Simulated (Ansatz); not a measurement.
Pb:
```xyz
1
Lattice="0.0000 2.4858 2.4858 2.4858 0.0000 2.4858 2.4858 2.4858 0.0000" Properties=species:S:1:pos:R:3 pbc="T T T"
Pb     0.0000     0.0000     0.0000
```

Relaxed with r²SCAN+D4. Special points in fractions of this cell's reciprocal vectors: Γ (0.000, 0.000, 0.000); X (0.500, 0.000, 0.500); U (0.625, 0.250, 0.625); K (0.375, 0.375, 0.750); L (0.500, 0.500, 0.500); W (0.500, 0.250, 0.750).

Task: List the band energies nearest the Fermi level at these points for the program Ansatz at the r²SCAN+D4 level (PAW).

Result: In eV from the Fermi level; about four levels below and three above (degenerate sets whole), none deeper than 8.9 eV; … stands for higher levels left out; points with the same levels are listed once.

| k | below | above |
|---|---|---|
| Γ | – | 7.59 7.59 7.59 |
| X | -7.03 -3.45 | 2.07 2.07 … |
| U | -7.13 -2.42 -1.26 | 3.02 … |
| L | -8.51 -4.36 | 5.68 5.68 … |
| W | -6.93 -1.48 -1.48 | 0.33 … |

Space group Fm-3m (fcc (Cu type)). The r²SCAN+D4 relaxation kept the symmetry of its start. The pairwise dispersion correction was not fitted to metals. Scalar-relativistic: spin–orbit coupling is off unless named, which matters more the heavier the elements.

Potentials: the earlier of the program's two PAW sets.
